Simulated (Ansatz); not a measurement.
Data:

Si:
```yaml
crystal:
  lattice:
    - [3.80244, 0.00000, 0.00000]
    - [-1.90122, 3.29301, 0.00000]
    - [0.00000, 0.00000, 6.28908]
  atoms:
    - { symbol: Si, position: [0.33333, 0.66667, 0.06303] }
    - { symbol: Si, position: [0.66667, 0.33333, 0.93697] }
    - { symbol: Si, position: [0.66667, 0.33333, 0.56303] }
    - { symbol: Si, position: [0.33333, 0.66667, 0.43697] }
```

This is the LDA-relaxed structure. Cartesian axes are those of the cell as given.

All from the program Ansatz at the LDA level (PAW), unless another level is named. Give the bulk modulus (Birch–Murnaghan fit).

96.3 GPa.

Give the elastic constants (relaxed ions, GPa).

C11 = 191, C12 = 55.8, C13 = 39.8, C33 = 217, C44 = 48.2.

Space group P6_3/mmc. The workflow started from a Materials Project entry (that database holds measured and hypothetical structures alike); the Crystallography Open Database copy checked does not list it. It is not the phase usual at ambient conditions (space group No. 227). The LDA relaxation kept the symmetry of its start; whether a distortion lowers the energy is not shown.

Potentials: the later of the program's two PAW sets.
